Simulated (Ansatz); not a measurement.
YCu$_{5}$ in space group P6/mmm (No. 191; Cu on 3g, Cu on 2c, Y on 1a), PBE in the plane-wave PAW code Ansatz, all energies at zero smearing, with the estimated change up to a 700 eV cutoff added, with one set of potentials and settings (totals compare only within such a set). Cell of 6 atoms (5 Cu, 1 Y): -36975.762 eV.

| element | reference phase | E (eV/atom) |
|---|---|---|
| Cu | Fm-3m, 1 atoms in the cell | -6625.1757 |
| Y | P6_3/mmc, 2 atoms in the cell | -3848.6668 |

Formation energy per atom, worked out: (-36975.762 − 5×(-6625.1757) − 1×(-3848.6668))/6 = -0.203 eV/atom (-20 kJ per mol of atoms), at 0 K, without zero-point energy or fitted corrections.

The workflow started from an entry of the Crystallography Open Database (COD). Its standing as an ambient phase is unchecked. The PBE relaxation kept the symmetry of its start; its stability against distortions is not shown here. The run is not spin-polarised. The references are the lowest solids computed at this level, not always the standard phases.

Potentials: the later of the program's two PAW sets.
